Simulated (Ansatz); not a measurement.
# Relaxing beryllium (diamond)

Computed with DFT, LDA (PW92), plane waves (420 eV) with PAW, scalar-relativistic (Ansatz 0.2.0). The PAW files were generated under PBE, with cores re-solved for the functional.

k-point mesh 12×12×12, Fermi-Dirac smearing 0.1 eV, no spin polarisation. Cell and atoms relax.

Starting structure:

```yaml
crystal:
  lattice:
    - [0.00000, 2.22075, 2.22075]
    - [2.22075, 0.00000, 2.22075]
    - [2.22075, 2.22075, 0.00000]
  atoms:
    - { symbol: Be, position: [0.12500, 0.12500, 0.12500] }
    - { symbol: Be, position: [0.87500, 0.87500, 0.87500] }
```

What cell does the relaxation end in?

Fd-3m with a = 4.826 Å; 14.05 Å³ per atom against 10.95 at the start (28.3 %).

How much energy does the relaxation gain?

143.9 meV per atom.
